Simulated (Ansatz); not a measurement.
A relaxed cell of In3Cu is given with its symmetry left out. It was relaxed at this level from a Materials Project cell.

Theory: DFT PBE, scalar-relativistic, plane waves, PAW in Ansatz. Cutoff 420 eV, Γ-centred mesh, Gaussian smearing, no spin polarisation.

```
In Cu
1.0
     4.49762    0.00000    0.00000
     0.00000    4.49762    0.00000
     0.00000    0.00000    4.49762
In Cu
3 1
Direct
  0.00000 0.50000 0.50000
  0.50000 0.00000 0.50000
  0.50000 0.50000 0.00000
  0.00000 0.00000 0.00000
```

Energies over the elements count from the elements' standard structures at the same level, with no fitted energy shifts.

Question: What space group does it have?

Answer: Pm-3m (No. 221), the Cu3Au (L1_2) type. Conventional cell: a = 4.498 Å. In has 4 Cu at 3.18 Å and 8 In at 3.18 Å; Cu has 12 In at 3.18 Å.

Question: How far does it lie from the elements in energy?

Answer: +0.17 eV/atom. The separate elements lie lower, so it is unstable against them.

Question: Is it a metal?

Answer: Yes, bands cross the Fermi level on the 10×10×10 mesh.

The last run used a 10×10×10 mesh for its 4-atom cell and Gaussian smearing of 0.10 eV. A structure relaxed within its symmetry needn't be a true minimum. Another cell of In3Cu relaxed alike, in P6_3/mmc (a Materials Project cell), lies 18 meV/atom lower, so this cell isn't the stable form at this level.
